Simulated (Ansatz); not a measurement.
Si2Mo:
```xyz
9
Lattice="4.5849 0.0000 0.0000 -2.2925 3.9707 0.0000 0.0000 0.0000 6.5769" Properties=species:S:1:pos:R:3 pbc="T T T"
Si    -1.1656     3.3201     5.4808
Si     1.1269     0.6506     1.0962
Si     0.0000     1.3012     3.2885
Si     3.4580     0.6506     5.4808
Si     1.1656     3.3201     1.0962
Si     2.2925     2.6694     3.2885
Mo     2.2925     0.0000     3.2885
Mo     1.1462     1.9853     5.4808
Mo    -1.1462     1.9853     1.0962
```

Relaxed with r²SCAN.

Q: Give the Bader charges and basin volumes of the independent atoms, r²SCAN in the plane-wave PAW code Ansatz.

A: 

```json
[
 {"atom": "Si1", "Bader charge (e)": "-0.09", "Bader volume (Å³)": "12.8"},
 {"atom": "Mo7", "Bader charge (e)": "+0.19", "Bader volume (Å³)": "14.2"}
]
```

Space group P6_222. The workflow started from a Materials Project entry (that database holds measured and hypothetical structures alike); the Crystallography Open Database copy checked does not list it. It is not the phase usual at ambient conditions (space group No. 139). The r²SCAN relaxation kept the symmetry of its start; its stability against distortions is not shown here. The run is not spin-polarised.

Potentials: the earlier of the program's two PAW sets. The files were generated under PBE; for other functionals the program regenerates the frozen cores, and for LDA and PBEsol the local potential too.
